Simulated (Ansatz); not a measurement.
ZrV2: do energies and stresses tell the same story?

Method: Ansatz 0.2.0, DFT PBEsol, scalar-relativistic, plane waves, PAW.

Settings: cutoff 420 eV, Γ-centred mesh 8×8×8 on the computed 6-atom cell, Gaussian smearing of 0.10 eV; no spin polarisation.

Relaxed cell: Fd-3m, a = 7.256 Å, b = 7.256 Å, c = 7.256 Å, α = 90.00°, β = 90.00°, γ = 90.00°, 6 atoms in the primitive cell. Whether it is the stable form of this composition wasn't checked.

Energies at zero smearing and pressures from the stress tensor, at volumes with shape and atoms relaxed:
| V (Å³/atom) | E − E(first) (meV/atom) | P (GPa) |
| --- | --- | --- |
| 14.008 | 0.00 | 24.46 |
| 14.485 | -60.95 | 16.93 |
| 14.963 | -101.10 | 10.47 |
| 15.440 | -123.47 | 4.89 |
| 15.918 | -130.39 | 0.03 |
| 16.395 | -123.80 | -4.19 |
| 16.873 | -105.40 | -7.85 |
| 17.510 | -65.17 | -11.98 |

Q: Check P = −dE/dV between neighbouring volumes, and get the bulk modulus from the pressures alone.

A: With 1 eV/Å³ = 160.2 GPa:
```json
{"middle V (Å³/atom)": "14.246", "−ΔE/ΔV (GPa)": "20.450", "mean P (GPa)": "20.697"}
{"middle V (Å³/atom)": "14.724", "−ΔE/ΔV (GPa)": "13.472", "mean P (GPa)": "13.703"}
{"middle V (Å³/atom)": "15.202", "−ΔE/ΔV (GPa)": "7.504", "mean P (GPa)": "7.680"}
{"middle V (Å³/atom)": "15.679", "−ΔE/ΔV (GPa)": "2.322", "mean P (GPa)": "2.461"}
{"middle V (Å³/atom)": "16.157", "−ΔE/ΔV (GPa)": "-2.212", "mean P (GPa)": "-2.076"}
{"middle V (Å³/atom)": "16.634", "−ΔE/ΔV (GPa)": "-6.172", "mean P (GPa)": "-6.017"}
{"middle V (Å³/atom)": "17.191", "−ΔE/ΔV (GPa)": "-10.123", "mean P (GPa)": "-9.913"}
```

The two differ by 0.25 GPa at most. The mean of two end pressures misses the average over a step by about ΔV² P″/12, up to 0.09 GPa here; with that taken off 0.15 GPa remains. The stress is the derivative of the free energy, not of the energy at zero smearing, and with free energies 0.01 GPa remains. Around V = 15.918 Å³/atom, the two neighbours give B = −V ΔP/ΔV = 15.918 × 9.07 / 0.955 = 151.2 GPa, against B0 = 151.0 GPa from the Birch–Murnaghan fit of the energies.

A ferromagnetic start lost its moments in a first run, so spin was left out; other magnetic orders weren't tried.

Cost: 9 runs of about 2.8 core-minutes in all, on Arm Neoverse V1 (shared hosts).